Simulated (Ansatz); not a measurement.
LiTaO3:
```cif
data_Li6O18Ta6
_chemical_formula_sum 'Li6 Ta6 O18'
_space_group_name_H-M_alt 'R3c :H'
_space_group_IT_number 161
_space_group_name_Hall 'R 3 -2"c'
_cell_length_a 5.13962
_cell_length_b 5.13962
_cell_length_c 13.77245
_cell_angle_alpha 90.000
_cell_angle_beta 90.000
_cell_angle_gamma 120.000
loop_
_atom_site_label
_atom_site_type_symbol
_atom_site_symmetry_multiplicity
_atom_site_Wyckoff_symbol
_atom_site_fract_x
_atom_site_fract_y
_atom_site_fract_z
_atom_site_occupancy
Li1 Li 6 a 0.00000 0.00000 0.28292 1
Ta1 Ta 6 a 0.00000 0.00000 0.49979 1
O1 O 18 b 0.04822 0.34388 0.06946 1
```
(The calculation used a cell of 10 atoms; values per cell refer to that cell.)

Relaxed with PBEsol. PBEsol (plane waves, PAW; program Ansatz) gives a gap of 3.79 eV.

Problem. What gap does HSE06 give on the same cell (Ansatz, PAW)?

Solution. 5.37 eV, 1.58 eV more. The hybrid was solved on a coarser mesh and at special points; the gap given is the minimum over both.

```json
[
 {"k": "Γ", "v1 PBEsol": "-0.03", "c1 PBEsol": "3.79", "v1 HSE06": "-0.03", "c1 HSE06": "5.37"},
 {"k": "T", "v1 PBEsol": "-0.31", "c1 PBEsol": "5.20", "v1 HSE06": "?", "c1 HSE06": "?"},
 {"k": "L", "v1 PBEsol": "-0.26", "c1 PBEsol": "4.62", "v1 HSE06": "?", "c1 HSE06": "?"},
 {"k": "F", "v1 PBEsol": "-0.28", "c1 PBEsol": "3.84", "v1 HSE06": "?", "c1 HSE06": "?"},
 {"k": "S0", "v1 PBEsol": "-0.16", "c1 PBEsol": "4.00", "v1 HSE06": "-0.18", "c1 HSE06": "5.58"},
 {"k": "H0", "v1 PBEsol": "-0.32", "c1 PBEsol": "4.37", "v1 HSE06": "?", "c1 HSE06": "?"}
]
```

Problem. Top valence (v1) and lowest conduction level (c1) in eV from each method's valence maximum (which need not be a listed point): supply the withheld HSE06 values.

Solution. 
- H0, v1 HSE06: -0.35
- H0, c1 HSE06: 5.96
- L, v1 HSE06: -0.28
- L, c1 HSE06: 6.24
- F, v1 HSE06: -0.29
- F, c1 HSE06: 5.42
- T, v1 HSE06: -0.33
- T, c1 HSE06: 6.88

Cost on shared cores: the PBEsol run (SCF on a 7×7×7 mesh, then bands and DOS) about 2.6 core-minutes (a rough figure), the HSE06 run (SCF on 4×4×4, then a few points) about 5 core-minutes (a rough figure); the tasks are unlike.

Symmetry was held in the PBEsol relaxation. The run is not spin-polarised. Spin–orbit coupling is left out wherever it is not named.

Potentials: the later of the program's two PAW sets.
